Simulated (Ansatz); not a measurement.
Relaxed-ion elastic tensor of Ru in space group P-3m1 (No. 164; Ru on 2c, Ru on 2d, Ru on 2d, Ru on 2d) in GPa (Voigt order), the program Ansatz at the PBEsol level (PAW); density 12.55 g/cm³, 13.37 Å³ per atom.

```
       1     2    3      4      5      6
-  -----  ----  ---  -----  -----  -----
1    643   206  168  -48.5    0.0    0.0
2    206   643  168   48.5    0.0    0.0
3    168   168  706    0.0    0.0    0.0
4  -48.5  48.5  0.0    182    0.0    0.0
5    0.0   0.0  0.0    0.0    182  -48.5
6    0.0   0.0  0.0    0.0  -48.5    218
```

**Question.** Is the crystal mechanically stable?

**Answer.** Yes: the smallest eigenvalue of C is 148 GPa.

**Question.** Work out the Voigt, Reuss and Hill averages.

**Answer.** K_V = 342, K_R = 342, K_H = 342; G_V = 213, G_R = 199, G_H = 206 GPa.

**Question.** Give Young's modulus, Poisson's ratio, Pugh's ratio and the universal anisotropy index.

**Answer.** E = 9KG/(3K + G) = 514 GPa; ν = 0.25; K/G = 1.66 (near the Pugh limit of 1.75, no verdict); A_U = 5G_V/G_R + K_V/K_R − 6 = 0.37.

**Question.** Estimate the sound speeds and the Debye temperature.

**Answer.** v_l = √((K + 4G/3)/ρ) = 7010 m/s, v_t = √(G/ρ) = 4050 m/s, mean 4500 m/s; Θ = (h/k)(3n/4πV)^(1/3) v_m = 564 K.

**Question.** Solve the Christoffel equation for the three sound speeds along x, y, z.

**Answer.** Eigenvalues of C_ijkl n_j n_l equal ρv². In km/s, slowest first: x 3.44, 4.48, 7.16; y 3.76, 4.17, 7.18; z 3.81, 3.81, 7.50.

**Question.** How much does each axis shrink under pressure?

**Answer.** Linear compressibilities β_i = Σ_j S_ij (j = 1 to 3): x 0.99, y 0.99, z 0.95 per TPa.

The start of the workflow was typed in or built on a structure type; neither database checked (COD, Materials Project) lists it. It is not the phase usual at ambient conditions (space group No. 194). The cell was relaxed with PBEsol under the symmetry of its start; its stability against distortions is not shown here. The run is not spin-polarised. As this level gives no gap, shear constants depend on the k-mesh and smearing (Fermi–Dirac, 0.1 eV here). On the denser mesh and wider smearing of the elastic run this cell carries a stress of 0.8 GPa.

Potentials: the later of the program's two PAW sets.
